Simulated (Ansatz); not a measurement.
SiC (6H type, space group P6_3mc)

```
CELL_PARAMETERS angstrom
      3.07892     0.00000     0.00000
     -1.53946     2.66643     0.00000
      0.00000     0.00000    15.10690
ATOMIC_POSITIONS crystal
  Si 0.00000 0.00000 0.99982
  Si 0.00000 0.00000 0.49982
  Si 0.66667 0.33333 0.83310
  Si 0.33333 0.66667 0.33310
  Si 0.66667 0.33333 0.16660
  Si 0.33333 0.66667 0.66660
  C  0.00000 0.00000 0.87447
  C  0.00000 0.00000 0.37447
  C  0.66667 0.33333 0.70810
  C  0.33333 0.66667 0.20810
  C  0.66667 0.33333 0.04161
  C  0.33333 0.66667 0.54161
```

The slice is a (0001) plane (indices of the conventional cell) through the point (0.000, 0.000, 0.875) (fractional), spanned by u = [110] and v = [1 -1 0] in vectors of this cell: u (3.08 Å) and v (5.33 Å, at 90° to u). It covers one period; positions are fractions (u, v).

These are PBEsol (plane waves to 420 eV, PAW, scalar-relativistic; Ansatz, a quantum-chemistry and plane-wave program) values and carry that method's errors. k mesh 10×10×2. Near the nuclei the fields are pseudised (PAW); where an atom keeps semicore shells as valence, they peak there. SiC was relaxed with its symmetry unable to fall.

Problem. Predict the map of the electron localisation function (ELF) on the slice.

Solution. 
```
|xx+#%#+-:-+#%#+x|
|x*###*-...-*###*|
|%%%%*=:   :=*%%%|
|@@@%*-.   .-*%@@|
|@@@#=:     :=#@@|
|@@#+-:.   .:-+#@|
|#*+=-::...::-=+*|
|---===========--|
|..-*####*####*-.|
|.:*%@@%%#%%@@%*:|
|:=#@@@@###@@@@#=|
|-+%@@@%+x+%@@@%+|
|=+%@@@*xxx*@@@%+|
|-=#%@%xxxxx%@%#=|
|:-+#%#+xxx+#%#+-|
|..-*###*x*###*-.|
|  :=*%%%%%%%*=: |
|  .-*%@@@@@%*-. |
|   :=#@@@@@#=:  |
|  .:-+#@@@#+-:. |
|..::-=+*#*+=-::.|
|======-----=====|
|*####*-...-*####|
|#%%@@%*:.:*%@@%%|
|##@@@@#=:=#@@@@#|
|x+%@@@%+-+%@@@%+|
|xx*@@@%+=+%@@@*x|
|xxx%@%#=-=#%@%xx|
```
Scale: ten equal steps from 0.05 (start of ' ') to 0.90 (end of '@'), in the order ' .:-=+*#%@'. Values: electron localisation function (ELF). The map has 16 points along u (one character each, u = 0 at the left) and 28 along v (v = 0 in the bottom row). Points within 0.4 Å of a nucleus are blanked (x), as the pseudised field means little there.
